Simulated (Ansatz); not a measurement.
SiO$_{2}$:
```yaml
crystal:
  lattice:
    - [4.94791, 0.00000, 0.00000]
    - [-2.47396, 4.28502, 0.00000]
    - [0.00000, 0.00000, 5.44078]
  atoms:
    - { symbol: Si, position: [0.47032, 0.00000, 0.66667] }
    - { symbol: Si, position: [0.00000, 0.47032, 0.33333] }
    - { symbol: Si, position: [0.52968, 0.52968, 0.00000] }
    - { symbol: O, position: [0.41252, 0.26699, 0.78548] }
    - { symbol: O, position: [0.73301, 0.14554, 0.45215] }
    - { symbol: O, position: [0.85446, 0.58748, 0.11882] }
    - { symbol: O, position: [0.26699, 0.41252, 0.21452] }
    - { symbol: O, position: [0.14554, 0.73301, 0.54785] }
    - { symbol: O, position: [0.58748, 0.85446, 0.88118] }
```

Relaxed with PBEsol. Special points in fractions of this cell's reciprocal vectors: Γ (0.000, 0.000, 0.000); M (0.500, 0.000, 0.000); K (0.333, 0.333, 0.000); A (0.000, 0.000, 0.500); L (0.500, 0.000, 0.500); H (0.333, 0.333, 0.500).

Question: List the band energies nearest the valence-band maximum at these points for PBEsol in the plane-wave PAW code Ansatz.

Answer: In eV from the valence-band maximum; about four levels below and three above (degenerate sets whole), none deeper than 8.9 eV; points with the same levels are listed once.

```csv
k,below,above
Γ,-1.00 -1.00 -0.69 -0.31 -0.31,5.72 9.06 9.06
M,-1.02 -0.76 -0.27 -0.04,7.95 8.72 9.41
K,-1.20 -1.20 -0.43 -0.43 0.00,8.62 8.62 9.15
A,-1.21 -0.22 -0.22 -0.09,7.67 7.67 8.81
L,-0.87 -0.84 -0.59 -0.19,8.55 9.07 9.41
H,-0.93 -0.93 -0.76 -0.57 -0.57,8.62 9.52 9.52
```

Space group P3_221. Symmetry was held in the PBEsol relaxation.

Potentials: the later of the program's two PAW sets.
